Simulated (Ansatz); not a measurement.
Al₃GaN₄:
```
CELL_PARAMETERS angstrom
      3.15081     0.00000     0.00000
     -1.57541     2.72868     0.00000
      0.00000     0.00000    10.16240
ATOMIC_POSITIONS crystal
  Ga 0.33333 0.66667 0.00563
  N  0.33333 0.66667 0.20119
  Al 0.66667 0.33333 0.25844
  N  0.66667 0.33333 0.44658
  Al 0.33333 0.66667 0.50488
  N  0.33333 0.66667 0.69290
  Al 0.66667 0.33333 0.75093
  N  0.66667 0.33333 0.93900
```

Relaxed with PBE. Special points in fractions of this cell's reciprocal vectors: Γ (0.000, 0.000, 0.000); M (0.500, 0.000, 0.000); K (0.333, 0.333, 0.000); A (0.000, 0.000, 0.500); L (0.500, 0.000, 0.500); H (0.333, 0.333, 0.500).

### Question
List the band energies nearest the valence-band maximum at these points for DFT-PBE in the program Ansatz with PAW potentials.

### Answer
In eV from the valence-band maximum; about four levels below and three above (degenerate sets whole), none deeper than 8.9 eV; points with the same levels are listed once.

```
k                          below           above
-  -----------------------------  --------------
Γ    -0.66 -0.66 -0.17 0.00 0.00  3.17 5.24 5.76
M  -1.74 -1.74 -1.64 -1.49 -0.88  4.67 4.97 5.36
K        -2.59 -2.59 -1.15 -1.05  4.90 6.72 7.00
A        -0.60 -0.60 -0.01 -0.01  3.90 4.53 5.74
L        -1.54 -1.37 -1.20 -1.07  4.41 4.86 5.46
H        -1.88 -1.83 -1.76 -1.68  5.58 5.82 7.11
```

Space group P3m1. The start of the workflow was typed in or built on a structure type; neither database checked (COD, Materials Project) lists it. Whether it is the stable phase at ambient conditions was not checked. The cell was relaxed with PBE under the symmetry of its start; its stability against distortions is not shown here. Scalar-relativistic: spin–orbit coupling is off unless named, which matters more the heavier the elements.

Potentials: the earlier of the program's two PAW sets.
